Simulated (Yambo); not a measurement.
Yambo run on CdO₂H₂ (space group P-3m1, No. 164). The wavefunctions are norm-conserving PBEsol (Quantum ESPRESSO, 102 Ry, with spin-orbit coupling) ones on a 3×3×2 mesh (34 occupied bands); a = b = 3.5433 Å, c = 4.5852 Å, α = β = 90.00°, γ = 120.00°.

Yambo input:

```
gw0
dyson
el_el_corr
HF_and_locXC
ppa
em1d
EXXRLvcs= 102 Ry
VXCRLvcs= 408 Ry
Chimod= "HARTREE"
% BndsRnXp
 9 | 158 |
%
NGsBlkXp= 7 Ry
% LongDrXp
 1.0 | 1.0 | 1.0 |
%
PPAPntXp= 27.2114 eV
% GbndRnge
 1 | 158 |
%
GTermKind= "BG"
DysSolver= "n"
ExtendOut
% QPkrange
 1 | 1 | 34 | 35 |
 2 | 2 | 34 | 34 |
%
```

k points by index: 1 = Γ, 2 = A.

Table of the .qp output:

```
#    K-point    Band    Eo [eV]    E [eV]    E-Eo [eV]    Vxc [eV]    Vnlxc [eV]    Sc|Eo [eV]    Sc|E [eV]    dSc/dw|Eo [eV]    Re(Z)    Im(Z)
#
    1    34    -0.291696    -1.057983    -0.766288    -21.28237    -26.54720    4.304940    4.498539    -6.873727    0.798334    -0.001252
    1    35    1.649172    2.590250    0.941078    -12.23988    -7.911727    -3.220489    -3.387072    -4.816385    0.849618    -0.908524E-3
    2    34    0.000000    -0.704212    -0.704212    -21.65344    -26.83159    4.295693    4.473945    -6.886614    0.798033    -0.001233
```
(The two width columns are left out.) Convergence of these settings isn't established.

Geometry relaxed with PBE+D3(BJ).

The structure is a Materials Project entry; no match was found in the copy of COD used, and its stability was not checked.
